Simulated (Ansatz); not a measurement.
# Convergence test, CuO2

Theory: Ansatz, DFT PBEsol, scalar-relativistic, plane waves, PAW.

```
CELL_PARAMETERS angstrom
1.41261 -5.21075 0.00000
1.41261 5.21075 0.00000
0.00000 0.00000 4.34342
ATOMIC_POSITIONS crystal
Cu 0.83275 0.16725 0.25000
Cu 0.16725 0.83275 0.75000
O 0.44851 0.55149 0.25000
O 0.55149 0.44851 0.75000
O 0.21103 0.78897 0.25000
O 0.78897 0.21103 0.75000
```

The Γ-centred k-mesh is 14×14×8 and the occupation rule is Gaussian smearing, 0.1 eV. The list of starting moments (μB, in atom order) is 0 0 0.38 0.38 0 0, the check for lower electronic states after the SCF is on and the valence charge of the PAW sets is Cu 19, O 6.

The atoms stay fixed while the plane-wave cutoff is varied. ΔE is the energy extrapolated to zero smearing, less that of the reference run (700 eV). The cell isn't necessarily relaxed at this level. Pressure is positive in compression and holds a correction for the finite cutoff (Pulay stress).

Times are rough; the reference took 5.1 min on 1 thread of Intel(R) Xeon(R) Platinum 8259CL CPU @ 2.50GHz (Skylake/Cascade Lake), on a shared host, peak memory 1.9 GiB.

Question: One run gave ΔE = 0.59 meV/atom and P = -8.26 GPa. Which plane-wave cutoff did it use, of 150, 200, 250, 300, 350, 380, 420, 460, 520, 600?

Answer: 520 eV. All runs:

| cutoff (eV) | ΔE (meV/atom) | P (GPa) | largest change of a force component (eV/Å) | cell moment (μB) | plane waves at Γ | wall time (s) |
| --- | --- | --- | --- | --- | --- | --- |
| 150 | 43206 | 29.57 | 2.616 | 5.30 | 265 | 67 |
| 200 | 9493 | 19.24 | 4.243 | 0.11 | 401 | 78 |
| 250 | 2060 | -9.92 | 0.438 | 0.78 | 573 | 83 |
| 300 | 420 | -9.68 | 0.129 | 0.85 | 749 | 100 |
| 350 | 74.4 | -8.34 | 0.020 | 0.86 | 955 | 140 |
| 380 | 24.9 | -8.32 | 0.009 | 0.86 | 1081 | 150 |
| 420 | 5.53 | -8.26 | 0.002 | 0.86 | 1259 | 180 |
| 460 | 1.45 | -8.26 | 0.001 | 0.86 | 1417 | 210 |
| 520 | 0.59 | -8.26 | 0.001 | 0.86 | 1715 | 210 |
| 600 | 0.22 | -8.27 | 0.000 | 0.86 | 2141 | 270 |
| 700 | 0.00 | -8.27 | 0.000 | 0.86 | 2667 | 310 |

1 further run of this set isn't shown, and 2 didn't finish or converge.